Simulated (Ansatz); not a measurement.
# CdSnBi2Te4: settings compared (Ansatz)

The input file (Ansatz 0.2.0, plane waves):

```yaml
crystal:
  lattice:
    - [-4.222533, 4.222533, 3.617145]
    - [4.222533, -4.222533, 3.617145]
    - [4.222533, 4.222533, -3.617145]
  atoms:
    - { symbol: Bi, position: [0.5, 0.0, 0.5] }
    - { symbol: Bi, position: [0.0, 0.5, 0.5] }
    - { symbol: Cd, position: [0.5, 0.5, 0.0] }
    - { symbol: Sn, position: [0.0, 0.0, 0.0] }
    - { symbol: Te, position: [0.42166, 0.42166, 0.36418] }
    - { symbol: Te, position: [0.57834, 0.94252, 0.0] }
    - { symbol: Te, position: [0.05748, 0.05748, 0.63582] }
    - { symbol: Te, position: [0.94252, 0.57834, 0.0] }
  symmetry: { tolerance: 0.0003 }
kpoints:
  mp_grid: { grid: [4, 4, 4], shift: [0, 0, 0] }
magnetization:
  spin_polarized: false
scf:
  occupations: { method: fermi_dirac }
hamiltonian:
  pseudopotentials: { kind: paw }
  xc: pbe
basis:
  ecutwfc: 420
output:
  forces: true
  stress: true
  eigenvalues: true
  write_density: true
  write_potential: true
  elf: true
  volumetric_format: npy
relax:
  max_steps: 40
  cell: {}
```

Run with:

```bash
ansatz run input.yaml --threads 1 --pin off --max-ram 2560MiB --backend cpu --events-out ev --progress --plain --runs-dir out
```

Origin of the cell: a known structure type with other elements, at an estimated volume, so it need not be a known compound.

The smearing width isn't typed, so it takes its default of 0.1 eV.

Output of this run (shortened):

```
Pseudopotentials: kind: paw
Pseudopotential: Bi, paw, valence charge 15, recommended cutoff 420 eV (normal), Bi.paw.azcp
Pseudopotential: Cd, paw, valence charge 20, recommended cutoff 420 eV (normal), Cd.paw.azcp
Pseudopotential: Sn, paw, valence charge 14, recommended cutoff 420 eV (normal), Sn.paw.azcp
Pseudopotential: Te, paw, valence charge 16, recommended cutoff 420 eV (normal), Te.paw.azcp
Functional definition: PBE
  exchange = pbe_x(kappa = kappa, mu = beta*pi^2/3)
  correlation = pbe_c(beta = beta)
Crystal: 8 atoms, lattice volume = 257.972 Å³
Basis set: ecut = 420 eV, 5029 PW (Γ), exchange–correlation on 96×96×96 points (8 copies of the dense FFT grid, shifted against one another)
Bands: 77, of which v1, the nominal top of the filled ones, is band 64 counted from 1 (63 counted from 0)
Symmetry: 8 space group operations
[… 10 lines left out …]
Initial density: superposition of atomic densities (neutral atoms: chi_scale 0, normalization atom), corrected by the library's trained network
Functional: x = pbe(κ = 0.804, μ = 0.219515), c = pbe(β = 0.066725)
SCF iter   1: F=—  HF=-66991.611186 eV  Δρ=2.19e-3  dr2=3.60e-2  defer=7
SCF iter   2: F=—  HF=-66991.608533 eV  Δρ=1.45e-3  dr2=1.74e-2  defer=10
SCF iter   3: F=—  HF=-66991.605279 eV  Δρ=3.74e-4  dr2=5.47e-4  defer=10
SCF iter   4: F=—  HF=-66991.605151 eV  Δρ=1.69e-4  dr2=8.40e-5  defer=10
SCF iter   5: F=—  HF=-66991.605085 eV  Δρ=5.30e-5  dr2=1.87e-5  defer=10
SCF iter   6: F=—  HF=-66991.605084 eV  Δρ=2.30e-5  dr2=2.05e-6  defer=10
SCF iter   7: F=—  HF=-66991.605085 eV  Δρ=1.09e-5  dr2=4.41e-7  defer=10
SCF iter   8: F=-66991.605085 eV  HF=-66991.605085 eV  Δρ=2.64e-6  dr2=4.55e-8
relax step   1: F+E_penalty+E_count = -66991.605085 eV  Δ(F+E_penalty+E_count) = +0.000e0 eV  max|allowed force component| = 5.240e-1 eV/Å  Δτ_max = 0.0000 Å  P = +0.942 GPa  Ω = 257.972 Å³ […]
relax step   2: F+E_penalty+E_count = -66991.915126 eV  Δ(F+E_penalty+E_count) = -3.100e-1 eV  max|allowed force component| = 2.420e-1 eV/Å  Δτ_max = 0.1867 Å  P = +0.004 GPa  Ω = 251.512 Å³ […]
relax step   3: F+E_penalty+E_count = -66992.055166 eV  Δ(F+E_penalty+E_count) = -1.400e-1 eV  max|allowed force component| = 1.783e-1 eV/Å  Δτ_max = 0.0922 Å  P = -0.146 GPa  Ω = 249.260 Å³ […]
relax step   4: F+E_penalty+E_count = -66992.269300 eV  Δ(F+E_penalty+E_count) = -2.141e-1 eV  max|allowed force component| = 6.186e-2 eV/Å  Δτ_max = 0.1883 Å  P = +0.981 GPa  Ω = 239.547 Å³ […]
relax step   5: F+E_penalty+E_count = -66992.290831 eV  Δ(F+E_penalty+E_count) = -2.153e-2 eV  max|allowed force component| = 6.979e-2 eV/Å  Δτ_max = 0.0879 Å  P = -0.453 GPa  Ω = 248.624 Å³ […]
relax step   6: F+E_penalty+E_count = -66992.307280 eV  Δ(F+E_penalty+E_count) = -1.645e-2 eV  max|allowed force component| = 2.667e-2 eV/Å  Δτ_max = 0.0292 Å  P = +0.200 GPa  Ω = 243.985 Å³ […]
relax step   7: F+E_penalty+E_count = -66992.309360 eV  Δ(F+E_penalty+E_count) = -2.080e-3 eV  max|allowed force component| = 1.020e-2 eV/Å  Δτ_max = 0.0181 Å  P = -0.058 GPa  Ω = 245.348 Å³ […]
relax step   8: F+E_penalty+E_count = -66992.310062 eV  Δ(F+E_penalty+E_count) = -7.024e-4 eV  max|allowed force component| = 3.616e-3 eV/Å  Δτ_max = 0.0074 Å  P = -0.013 GPa  Ω = 244.898 Å³ […]
relax step   9: F+E_penalty+E_count = -66992.308611 eV  Δ(F+E_penalty+E_count) = +1.451e-3 eV  max|allowed force component| = 3.540e-3 eV/Å  Δτ_max = 0.0000 Å  P = -0.017 GPa  Ω = 244.898 Å³  stress off target by 2.56e-2 GPa […]
SCF 9 converged in 7 iterations: F = -66992.308611 eV  dr2 = 8.43e-12
basis re-selected at this cell: Δ(F+E_penalty+E_count) = +1.451e-3 eV, ΔP = -0.004 GPa vs the last step (what re-selecting the basis moved, of the pressure what is left beyond the Pulay corre […]
SCF converged after 7 iterations
Free energy (F): -66992.308611 eV
Harris-Foulkes:  -66992.308611 eV  (|F-HF|=1.46e-11)
Internal energy: -66992.197345 eV  (E = F + TS)
E sigma→0 (E₀):  -66992.252978 eV
Entropy (-TS):   -0.111266 eV (-13.908 meV/atom)
Fermi energy:    10.405126 eV
--- Per-component energies (eV) ---
  E_band       = -1715.695951
  E_kinetic    = 2011.801384
  E_local      = -12062.997465  (includes V_loc(G=0)·N_el)
  E_nonlocal   = -119.838735
  E_hartree    = 6229.025457
  E_xc         = -1359.131235
  E_vxc        = -1022.142574  (∫ρ·V_xc dr)
  E_paw        = -48190.467100  (= ΣΔE_a)
  E_vpaw       = -2980.568062  (= ΣTr[D̂ρ^β])
  E_aug_tail   = -0.001541  (compensation charges beyond the density's cutoff)
  E_ewald      = -13500.588109
  E_smearing   = -0.111266  (= −TS)
  Σ components = -66992.308611   (vs F -66992.308611, Δ=0.00e0)
--- Forces (eV/Å), atoms counted from 1 ---
  atom   1  Bi     0.000000     0.000000     0.000000
  atom   2  Bi     0.000000     0.000000    -0.000000
  atom   3  Cd    -0.000000    -0.000000     0.000000
  atom   4  Sn    -0.000000     0.000000     0.000000
  atom   5  Te    -0.001819    -0.001819     0.003540
  atom   6  Te    -0.001819     0.001819    -0.003540
  atom   7  Te     0.001819     0.001819     0.003540
  atom   8  Te     0.001819    -0.001819    -0.003540
  max |Σ_I F_I| component: 7.61e-17 eV/Å
--- Stress (GPa, compression-positive) ---
       -0.025635       0.000000      -0.000000
        0.000000      -0.025635       0.000000
        0.000000      -0.000000      -0.000875
  P = ⅓ Tr σ = -0.0174 GPa (-0.174 kbar)
--- Relaxed structure (8 steps of the walk, 8 accepted, 1 SCFs on fresh bases) ---
  F+E_penalty+E_count = -66992.308611 eV   max|allowed force component| = 3.540e-3 eV/Å   (the final SCF, on the basis selected at the relaxed cell)
  cell:  # Å, volume = 244.8982 Å³
    - [-3.936138, 3.936138, 3.951709]
    - [3.936138, -3.936138, 3.951709]
    - [3.936138, 3.936138, -3.951709]
  atoms:
    - { symbol: Bi, position: [0.5, -1.087e-18, 0.5] }
    - { symbol: Bi, position: [-3.171e-19, 0.5, 0.5] }
    - { symbol: Cd, position: [0.5, 0.5, 1.540e-19] }
    - { symbol: Sn, position: [-3.171e-19, -1.087e-18, 1.540e-19] }
    - { symbol: Te, position: [0.507461, 0.507461, 0.429579] }
    - { symbol: Te, position: [0.492539, 0.922118, 0.0] }
    - { symbol: Te, position: [0.077882, 0.077882, 0.570421] }
    - { symbol: Te, position: [0.922118, 0.492539, 0.0] }
```

The same input was run again with these changes:

1. `scf.mixing.preconditioner` default → none
2. `scf.algorithm` default → density_mixing
3. `basis.xc_grid` default → 2; `relax.f_tol` default → 0.1; `relax.max_displacement` default → 0.05
4. `kpoints.mp_grid.shift` [0, 0, 0] → [0.5, 0.5, 0.5]; `hamiltonian.xc` pbe → lda

| run | end | SCF iterations | volume (Å³/atom) | max force component (eV/Å) | moment (μB) | ΔE(σ→0) (meV/atom) |
| --- | --- | --- | --- | --- | --- | --- |
| base | converged | 59 | 30.61 | 0.004 | – | 0 |
| 1 | converged | 61 | 30.61 | 0.004 | – | 0.00 |
| 2 | converged | 59 | 30.61 | 0.004 | – | 0.00 |
| 3 | converged | 108 | 30.61 | 0.000 | – | 0.00 |
| 4 | converged | 63 | 27.72 | 0.002 | – | – |

Energies are compared only where functional, datasets, charge and starting cell are the same.

Caveats of the base run: no spin-orbit coupling, though heavy elements are present; the relaxation held the start's symmetry, so the end may be a saddle point.

The base run ran for 2.3 min on 1 thread of Intel(R) Xeon(R) 6975P-C (Granite Rapids) (shared host), peak memory 0.68 GiB, from the program's own first density.
